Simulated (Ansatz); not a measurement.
Q: Each is relaxed and computed with PBEsol (plane waves, PAW; program Ansatz). Which is the only one with a gap?
A) Bi2SO2, P-3m1 (Bi on 2d, S on 1b, O on 2d)
B) Si2Ni, P-3m1 (Ni on 1a, Si on 2d)
C) Co2C, P-3m1 (C on 1a, Co on 2d)
D) TiC2, P-3m1 (Ti on 1a, C on 2d)

A: A, Bi2SO2, P-3m1 (Bi on 2d, S on 1b, O on 2d). Bi2SO2: gap 1.63 eV (indirect); Co2C: metal; Si2Ni: metal; TiC2: metal. Constructed cells (a structure type filled with these elements, in neither database checked): Co2C, P-3m1 (C on 1a, Co on 2d). Typed or built starts, not in the databases checked: Bi2SO2, P-3m1 (Bi on 2d, S on 1b, O on 2d); Si2Ni, P-3m1 (Ni on 1a, Si on 2d); TiC2, P-3m1 (Ti on 1a, C on 2d). Not the usual ambient phase: Si2Ni, P-3m1 (Ni on 1a, Si on 2d). Began spin-polarised and lost the moments: Co2C, P-3m1 (C on 1a, Co on 2d); Si2Ni, P-3m1 (Ni on 1a, Si on 2d). All cells were relaxed under the symmetry of their starts (and spin orders); stability against distortions was not tested throughout. Named crystals with no word on spin ran without spin polarisation. Scalar-relativistic: spin–orbit coupling is off unless named, which matters more the heavier the elements.

Potentials: the earlier of the program's two PAW sets. The files were generated under PBE; for other functionals the program regenerates the frozen cores, and for LDA and PBEsol the local potential too.
